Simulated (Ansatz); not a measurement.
Sb:
```yaml
crystal:
  lattice:
    - [0.00000, 3.43710, 3.43710]
    - [3.43710, 0.00000, 3.43710]
    - [3.43710, 3.43710, 0.00000]
  atoms:
    - { symbol: Sb, position: [0.00000, 0.00000, 0.00000] }
    - { symbol: Sb, position: [0.25000, 0.25000, 0.25000] }
```

Relaxed with PBEsol. Special points in fractions of this cell's reciprocal vectors: Γ (0.000, 0.000, 0.000); X (0.500, 0.000, 0.500); U (0.625, 0.250, 0.625); K (0.375, 0.375, 0.750); L (0.500, 0.500, 0.500); W (0.500, 0.250, 0.750).

Q: List the band energies nearest the Fermi level at these points for PBEsol with spin–orbit coupling in the plane-wave PAW code Ansatz.

A: In eV from the Fermi level; about four levels below and three above (degenerate sets whole), none deeper than 8.9 eV; points with the same levels are listed once.

```json
[
 {"k": "Γ", "below": "-1.56 -1.56 -1.56 -1.56", "above": "0.11 0.11 0.72 0.72 0.72 0.72"},
 {"k": "X", "below": "-0.51 -0.51 -0.51 -0.51", "above": "4.37 4.37 4.37 4.37"},
 {"k": "U", "below": "-3.27 -3.27 -0.49 -0.49", "above": "1.21 1.21 3.21 3.21"},
 {"k": "L", "below": "-2.39 -2.39 -2.27 -2.27", "above": "1.41 1.41 1.77 1.77"},
 {"k": "W", "below": "-3.94 -3.94 -3.74 -3.74", "above": "0.64 0.64 1.08 1.08"}
]
```

Space group Fd-3m (diamond). The start of the workflow was typed in or built on a structure type; neither database checked (COD, Materials Project) lists it. It is not the phase usual at ambient conditions (space group No. 166). The PBEsol relaxation kept the symmetry of its start. At this level the phase is mechanically unstable.

Potentials: the earlier of the program's two PAW sets. The files were generated under PBE; for other functionals the program regenerates the frozen cores, and for LDA and PBEsol the local potential too.
